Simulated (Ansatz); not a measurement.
SnSe (GeS type, space group Pnma)

```
CELL_PARAMETERS angstrom
     11.53579     0.00000     0.00000
      0.00000     4.12093     0.00000
      0.00000     0.00000     4.57816
ATOMIC_POSITIONS crystal
  Sn 0.11799 0.25000 0.11649
  Sn 0.38201 0.75000 0.61649
  Sn 0.88201 0.75000 0.88351
  Sn 0.61799 0.25000 0.38351
  Se 0.85352 0.25000 0.48533
  Se 0.64648 0.75000 0.98533
  Se 0.14648 0.75000 0.51467
  Se 0.35352 0.25000 0.01467
```

This relaxed cell (volume V₀) is scaled evenly in all directions, its shape held. The atoms relax within the cell's symmetry.

These are r2SCAN+rVV10 (plane waves to 500 eV, PAW, scalar-relativistic; Ansatz, a quantum-chemistry and plane-wave program) values and carry that method's errors. k mesh 3×8×7 (Γ-centred), Fermi-Dirac smearing 0.05 eV. The energy includes the smearing's −TS. Stress and pressure are positive under compression. With the shape held, the modulus is that of even scaling; a crystal free to change shape is softer. SnSe was relaxed with its symmetry unable to fall. The zero of ΔE is the relaxed starting cell.

| V (Å³/atom) | ΔE (meV/atom) |
|---|---|
| 25.572 | 11.3 |
| 25.899 | 7.0 |
| 26.225 | 3.8 |
| 26.552 | 1.6 |
| 26.878 | 0.4 |
| 27.205 | 0.0 |
| 27.531 | 0.4 |
| 27.858 | 1.5 |
| 28.184 | 3.3 |
| 28.511 | 5.6 |
| 28.837 | withheld |

Task: Fit a third-order Birch-Murnaghan form (E₀, V₀, B₀, B₀′ free) to the given rows and predict ΔE at V = 28.837.

Result: Least squares on the 10 given rows: ΔE = E₀ + (9V₀B₀/16)·y²·[2 + (B₀′ − 4)y], y = (V₀/V)^(2/3) − 1, with V₀ = 27.196 Å³/atom, B₀ = 31.92 GPa (160.2 GPa = 1 eV/Å³; the term in eV is multiplied by 1000), B₀′ = 6.68, E₀ = 0.00 meV/atom; root-mean-square residual 0.02 meV/atom. At 28.837 the fit gives 8.5 meV/atom; the calculation gives 8.5 meV/atom, the same to the digits shown. For the pressure the fit gives -1.54 GPa against the computed -1.55 GPa.

(A scan under strain: stresses follow from slopes of the energy per volume, elastic moduli from its curvatures.)
